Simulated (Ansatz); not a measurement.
TiC (rock salt) is sheared across one {100} plane: the third cell vector gains the shift, so faults repeat every 6.5 Å. The cut lies between planes 2.16 Å apart; the cell height is held.

```
TiC
1.0
    3.06022     0.00000     0.00000
    0.00000     3.06022     0.00000
    1.53011     1.53011     6.49171
C Ti
3 3
Direct
  0.00000   0.00000   0.83333
  0.33333   0.33333   0.16667
  0.66667   0.66667   0.50000
  0.50000   0.50000   0.83333
  0.83333   0.83333   0.16667
  0.16667   0.16667   0.50000
```

In-plane vectors a = (3.060, 0.000) Å, b = (0.000, 3.060) Å, area 9.36 Å². The shift is s times the vector a (length 3.060 Å), so s = 1 restores the start. The shift is rigid: no atom relaxes. γ = [E(shift) − E(0)] / area.

These are r2SCAN (plane waves to 500 eV, PAW, scalar-relativistic; Ansatz, a quantum-chemistry and plane-wave program) values and carry that method's errors. k mesh 13×13×13 (Γ-centred), Fermi-Dirac smearing 0.05 eV. Energies are extrapolated to zero smearing. With partly filled bands, the k mesh leaves noise in γ, roughly 0.02 J/m² as judged from a few cases. Faults lie only 6.5 Å apart, and holding the cell height and the atoms raises γ above its relaxed value. TiC is run without spin polarisation. TiC was relaxed with its symmetry unable to fall. The zero of γ is zero shift. The last digit holds for this mesh only.

| s | γ (J/m²) |
|---|---|
| 0.000 | 0.00 |
| 0.083 | 0.31 |
| 0.167 | 1.12 |
| 0.250 | 2.12 |
| 0.333 | 2.99 |
| 0.417 | withheld |
| 0.500 | 3.78 |
| 0.583 | withheld |
| 0.667 | 2.99 |
| 0.750 | 2.12 |
| 0.833 | 1.12 |
| 0.917 | 0.31 |

Task: Fit a Fourier form (three harmonics of 1 − cos and sin) to the given rows and predict γ at s = 0.583.

Result: Least squares on the 10 given rows: γ = (1.883)·[1 − cos(2πs)] + (0.113)·[1 − cos(4πs)], in J/m²; root-mean-square residual 0.008 J/m². At 0.583 the fit gives 3.57 J/m²; the calculation gives 3.58 J/m², so the interpolation is off by -0.01 (-0.3 %). 

(The slope of γ gives the shear force per area between the displaced halves; near zero shift its curvature is an elastic stiffness.)
